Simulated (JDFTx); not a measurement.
Reference run:

```json
{
  "surface": "Cu(110)",
  "bulk": "Cu, Fm-3m, lattice of mp-30 (not re-optimised)",
  "slab": "5 atoms in 5 planes, 1x1, 5.1 Å between the outermost planes",
  "in-plane cell": "3.577 × 2.530 Å, 9.05 Å²",
  "cell_height": "21.1 Å",
  "sampling": "6×8×1 k mesh, Fermi smearing 0.01 Ha, no spin polarisation"
}
```

Reference level: PBE, GBRV ultrasoft potentials, plane waves to 20/100 Ha, in JDFTx (a modified build). Unrelaxed; liquid: CANDLE, water, 1 M KF. SHE scale: U = −μ/e − 4.44 V, by convention. LDA and PBEsol take their own potentials, PW91 and RPBE those of PBE; the lattice is kept.

```csv
functional,work function (eV),U_pzc (V),mean C above U_pzc (μF/cm²),k states × plane waves,"cycles, vacuum run","rough core time, vacuum run"
LDA,4.71,-0.02,13 over 0.5 V,20 × 5502,29,8 min
PBE,4.35,-0.40,13 over 0.5 V,20 × 5502,29,8 min
PBEsol,4.45,-0.29,14 over 0.5 V,20 × 5502,25,7 min
PW91,?,?,13 over 0.5 V,20 × 5502,29,8 min
RPBE,4.18,-0.58,14 over 0.5 V,20 × 5502,27,8 min
```

### Question
What belongs in the gaps?

### Answer

- PW91, work function (eV): 4.40
- PW91, U_pzc (V): -0.35

The times are rough (shared hosts); only ratios past two mean anything.
